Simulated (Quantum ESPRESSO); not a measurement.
**Kohn-Sham bands of ZnGeP₂ (chalcopyrite)**

```
CELL_PARAMETERS angstrom
      5.44248     0.00000     0.00000
      0.00000     5.44248     0.00000
     -2.72124    -2.72124     5.36477
ATOMIC_POSITIONS crystal
  Zn 0.25000 0.75000 0.50000
  Zn 0.00000 0.00000 0.00000
  Ge 0.75000 0.25000 0.50000
  Ge 0.50000 0.50000 0.00000
  P  0.62500 0.12956 0.75000
  P  0.37956 0.37500 0.25000
  P  0.12500 0.62044 0.75000
  P  0.87044 0.87500 0.25000
```

Structure: Materials Project mp-4524, symmetrised, not relaxed again. COD (Crystallography Open Database) has an entry of this formula and space group (matched by these alone). Level: PBEsol, no spin polarisation, no spin-orbit coupling; pw.x of Quantum ESPRESSO at 68 Ry with PseudoDojo potentials, 4×4×4 k-points, Wannier90. Density: 6×6×6 mesh, cold smearing 0.01 Ry. Spin-orbit coupling, left out, would split the p-like bands by a few tenths of an eV.

Energies are relative to the valence-band maximum; weights are on the orthonormalised atomic waves of the pseudopotential files, averaged over the group. 88 electrons a cell are treated as valence.

```csv
bands,from (eV),to (eV),filling,weight on atomic waves
1–2,-125.52,-125.52,filled,?
3–8,-79.80,-79.79,filled,?
9–18,-24.92,-24.87,filled,?
19–22,-13.29,-10.19,filled,?
23–44,-9.39,0.00,filled,?
```

Question: Which atomic shells make up each group?

Answer: 
- 1–2, weight on atomic waves: Zn 3s 99 %
- 3–8, weight on atomic waves: Zn 3p 100 %
- 9–18, weight on atomic waves: Ge 3d 100 %
- 19–22, weight on atomic waves: P 3s 58 %, Ge 4s 15 %, Ge 4p 14 %
- 23–44, weight on atomic waves: Zn 3d 45 %, P 3p 35 %, Ge 4p 9 %

The Kohn-Sham gap over both meshes and the path is 1.11 eV.
